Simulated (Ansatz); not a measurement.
## Elastic constants of LuCd (Pm-3m) under pressure

```xyz
2
Lattice="3.6083 0.0000 0.0000 0.0000 3.6083 0.0000 0.0000 0.0000 3.6083" Properties=species:S:1:pos:R:3 pbc="T T T"
Lu    1.8041    1.8041    1.8041
Cd    0.0000    0.0000    0.0000
```

This is the zero-pressure cell. At each pressure cell and atoms are relaxed in this structure, and the constants are slopes of the stress at strains of ±0.005 with relaxed ions (the coefficients that govern stability under load). Level: PBEsol, PAW on Ansatz 0.2.0's default frozen-core files (fitted under PBE), scalar-relativistic; k mesh 14×14×14, strains of ±0.005, Fermi-Dirac smearing of 0.100 eV, cutoff 420 eV. P is the pressure of the relaxed cell, less that of this one.

```tsv
P (GPa)	V/V₀	C11 (GPa)	C12 (GPa)	C44 (GPa)
0.00	1.0000	89.3	59.6	54.1
1.03	0.9857	94.1	64.0	56.5
2.05	0.9727	98.8	68.3	58.8
4.03	0.9497	107.6	76.6	63.0
7.01	?	?	?	?
10.05	0.8935	132.0	100.9	74.3
15.02	0.8574	149.9	120.4	82.3
```

Question: Does the bulk modulus from the constants agree with the pressure-volume curve?

Answer: A third-order Birch-Murnaghan fit to the volumes shown (F against f, f = [(V₀/V)^(2/3) − 1]/2) gives B₀ = 69.5 GPa and B′ = 4.4. Its −V dP/dV stands beside (C11 + 2C12)/3:

```csv
P (GPa),from P(V),from the constants
0.00,69.5,69.5
1.03,74.0,74.0
2.05,78.4,78.5
4.03,86.8,86.9
10.05,111.4,111.3
15.02,131.0,130.2
```

Question: What are the pressure derivatives at zero pressure?

Answer: Slopes at V₀ of quadratic fits in −ln(V/V₀) through the first four rows shown, divided by B₀: dC11/dP = 4.8, dC12/dP = 4.3, dC44/dP = 2.4. The mean slopes up to 2.0 GPa are 4.7, 4.3, 2.3; curvature and scatter of the constants part the two. The combination (dC11/dP + 2 dC12/dP)/3 = 4.5 stands against B′.

Question: Fill the row at 7.01 GPa.

Answer: Cubic fits in −ln(V/V₀) through all rows shown give C11 = 120.1, C12 = 88.8, C44 = 68.9 GPa. Computed: V/V₀ = 0.9197, C11 (GPa) = 120.1, C12 (GPa) = 88.8, C44 (GPa) = 68.8.

Question: Does a shear stiffness soften?

Answer: C44 goes from 54.1 to 82.3 GPa; (C11 − C12)/2 goes from 14.8 to 14.8 GPa, through a maximum of 15.7 near 7 GPa. Neither ends more than 3 % under its start, and the lattice stays mechanically stable over this range.

Limits of these numbers: the structure is a database entry and needn't be the stable phase; no other phase was computed; many crystals of this kind change structure within this range, and rows or crossings beyond such a change describe a metastable lattice; frozen-core PAW files fitted under PBE, their cores solved anew for the functional of the run; responses of metals move with mesh and smearing; phonons weren't checked at these pressures.
